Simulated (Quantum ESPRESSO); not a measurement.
# Si3AlC3N: a curve over strain

Computed values, not a measurement. The program is pw.x of Quantum ESPRESSO 7.5 (plane-wave density functional theory). The cell is made up: 8 atoms on a wurtzite lattice, with randomly drawn elements, strain and displacements, not relaxed. PseudoDojo standard norm-conserving files (v0.5 for PBE, v0.4.1 for LDA and PBEsol) set the functional; there is no spin polarisation, spin-orbit coupling or dispersion term, and the masses in the input are unused placeholders.

Seven runs add a strain to one cell (shear xy, as the tensor component); the atoms follow the cell and are not relaxed. Stress in the table is positive in tension.

Input of the run at -0.0003:

```
&control calculation='scf', pseudo_dir='./dojo.nc.sr.pbe.v0_5.standard.upf', outdir='./o', disk_io='medium', tprnfor=.true., tstress=.true. /
&system ibrav=0, nat=8, ntyp=4, nbnd=22, ecutwfc=84.00895049, nosym=.true., tot_charge=0,
 occupations='smearing', smearing='fd', degauss=0.0018374661
/
&electrons conv_thr=7.350e-09, electron_maxstep=60, /
ATOMIC_SPECIES
Al 1.0 Al.upf
C 1.0 C.upf
N 1.0 N.upf
Si 1.0 Si.upf
CELL_PARAMETERS angstrom
3.1321 0.0068 -0.011
0.0118 5.4026 -0.044
-0.0179 -0.0415 5.1377
ATOMIC_POSITIONS angstrom
Si 0.0569 0.0311 -0.0158
Al 1.6296 2.6164 -0.0066
Si 1.5031 0.8537 2.514
Si -0.0467 3.5329 2.5433
C -0.0045 -0.0208 2.028
C 1.6102 2.7911 1.8636
N 1.6609 0.8792 4.4972
C -0.0467 3.6094 4.3972
K_POINTS automatic
6 4 4 1 1 1
```

```
added strain  free energy less that of the input shown (eV)  stress xx (GPa)  stress yy (GPa)  stress zz (GPa)  stress xy (GPa)  pressure (GPa)  next band up at Gamma (eV)  iterations
     -0.0235                                         0.1593            -0.15             2.64             0.81           -11.00           -1.10                       0.453          13
     -0.0003                                         0.0000             1.73             3.39             1.09            -1.74           -2.07                       0.523          13
     +0.0029                                        -0.0041             1.91             3.39             1.12            -0.47           -2.14                       0.531          13
     +0.0050                                        -0.0043             2.02             3.39             1.14             0.36           -2.18                       0.536          13
     +0.0082                                        -0.0011             2.18             3.36             1.18             1.63           -2.24                       0.542          13
     +0.0147                                         0.0191             2.42             3.21             1.25             4.21           -2.30                       0.555          13
     +0.0176                                         0.0342             2.51             3.12             1.28             5.36           -2.30                       0.560          13
```

A cubic fit gives a slope of stress xy against the added strain of 397 GPa at zero added strain, with the atoms clamped. Across the table the free energy follows the integral of the stress to within 0.8 meV. A rerun of one of the cells at 1437 eV and a 8 x 6 x 6 mesh moved values by no more than 0.002 eV in energy, 0.09 GPa in stress and 0.013 eV/Å in force. The band column is the level of band 17 at Gamma less that of band 16, whose number is half the electron count, rounded up; it comes from a band step after each run.